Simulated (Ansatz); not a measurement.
Task: Os (hcp (Mg type), P6_3/mmc) is relaxed with DFT-PBE+D3(BJ) in the program Ansatz with PAW potentials. What lattice parameters of the conventional cell result?

Result: a = 2.736 Å, c = 4.323 Å.

Symmetry was held in the PBE+D3(BJ) relaxation. No spin polarisation was allowed. The pairwise dispersion correction was not fitted to metals. Axis ratios of metals converge slowly with the k-mesh, so a and c are less sure than the volume. Scalar-relativistic: spin–orbit coupling is off unless named, which matters more the heavier the elements.

Potentials: the earlier of the program's two PAW sets.
